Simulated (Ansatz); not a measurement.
With r²SCAN in the plane-wave PAW code Ansatz, Hf₂SiN in the hexagonal phase (P6_3/mmc; Si on 2d, Hf on 4f, N on 2a) relaxes to a = 3.203 Å, c = 13.287 Å. N has 6 nearest neighbours from 2.25 Å (octahedral). Against the elements it lies at -1.17 eV/atom, with no fitted shifts.

Electronic character: metallic (no gap). Gap from r²SCAN with spin–orbit coupling: none (metallic).

The bulk modulus is 184 GPa. Bader charges are Si -1.28, Hf +1.62, N -1.96 e.

The start of the workflow was typed in or built on a structure type; neither database checked (COD, Materials Project) lists it. Whether it is the stable phase at ambient conditions was not checked. The r²SCAN relaxation kept the symmetry of its start; whether a distortion lowers the energy is not shown. No spin polarisation was allowed. The references are the lowest solids computed at this level, not always the standard phases (solids in place of the gases). Spin–orbit coupling is left out wherever it is not named.

Potentials: the earlier of the program's two PAW sets.
